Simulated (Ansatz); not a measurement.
# TaTe (rocksalt structure, lowered slightly to I4/mmm when read at 0.01 Å)

The computed numbers are results of r²SCAN, scalar-relativistic (collinear spin) in the plane-wave PAW code Ansatz at 500 eV, Γ-centred 10×10×5 mesh, 0.05 eV Gaussian smearing. The datasets are Ansatz's generated set soft_2.

```cif
data_structure
_symmetry_space_group_name_H-M 'P 1'
_symmetry_Int_Tables_number 1
_cell_length_a 4.0618
_cell_length_b 7.0525
_cell_length_c 8.1385
_cell_angle_alpha 29.939
_cell_angle_beta 60.061
_cell_angle_gamma 54.835
_cell_volume 95.12
loop_
_atom_site_label
_atom_site_type_symbol
_atom_site_fract_x
_atom_site_fract_y
_atom_site_fract_z
_atom_site_occupancy
Ta1 Ta 0.50000 0.50000 0.00000 1
Te1 Te 0.00000 0.00000 0.00000 1
Ta2 Ta 0.50000 0.50000 0.50000 1
Te2 Te 0.00000 0.00000 0.50000 1
```

The start was a prototype's sites filled with these elements, not a measured cell.

Magnetic state: antiferromagnetic, site spin moments Ta 1.31, -1.31 μB.

The cell above was scaled in volume, and shape and atoms were relaxed at each volume within its symmetry. Energies are counted from the cell above.

Cell and atoms are those of this level's equilibrium.

| V (Å³/atom) | ΔE (meV/atom) | P (GPa) | largest moment (μB) |
| --- | --- | --- | --- |
| 22.83 | 11.0 | 3.8 | 1.20 |
| 23.30 | 2.5 | 1.8 | 1.26 |
| 23.78 | 0.0 | -0.1 | 1.31 |
| 24.25 | 2.6 | -1.4 | 1.41 |
| 24.73 | ? | ? | ? |

(1) Fill in the withheld row.

(2) Can a bulk modulus be trusted from these points?

Answers:

(1) ΔE (meV/atom): 8.7, P (GPa): -2.7, largest moment (μB): 1.49.

(2) No. The energies are smooth (scatter 0.06 meV/atom), but the fit's B0′ of 11.5 is out of the usual range: the curve is too flat or too lopsided over this range, or mesh noise enters, and a third-order form can't fix it.

The site moments grow with the volume, as the open shell mixes less with its neighbours.

These numbers lack spin–orbit coupling. The run wasn't fully tested for a lower electronic state. Site moments are of spin, integrated over atomic spheres. The run is a metal.
